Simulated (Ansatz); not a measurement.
A geometry of PtSe$_{2}$ away from equilibrium: step 2 of the relaxation of a relaxed PtSe2 cell with one Se and one Pt atom exchanged in a cell of 3 atoms. Level of theory: r2SCAN (plane waves to 500 eV, PAW, scalar-relativistic; Ansatz, a quantum-chemistry and plane-wave program). Γ-centred k-mesh 7×7×4 on the run's cell (coarser than for final values), Fermi–Dirac smearing 0.05 eV.

```xyz
3
Lattice="3.7209 0.0000 0.0000 -1.8604 3.2224 0.0000 0.0000 0.0000 5.8452" Properties=species:S:1:pos:R:3:forces:R:3 pbc="T T T" free_energy=-23491.468 pressure_GPa=-3.0
Se     0.0000     0.0000     0.0853    0.0000    0.0000    0.9203
Pt     0.0000     2.1482     1.4247    0.0000    0.0000    0.7341
Se     1.8604     1.0741     4.3352    0.0000    0.0000   -1.6544
```

Positions in Å, forces in eV/Å, free energy of the cell in eV (comparable only within this code, potentials and settings). Largest force: 1.65 eV/Å, on Se3 (atoms numbered as listed); the geometry lies 0.98 eV/atom above the end of its relaxation.

No spin polarisation in the result. No dispersion correction is included, so spacings between layers, chains or molecules are soft and tend to come out too large.

The run could not lose the symmetry of its start.
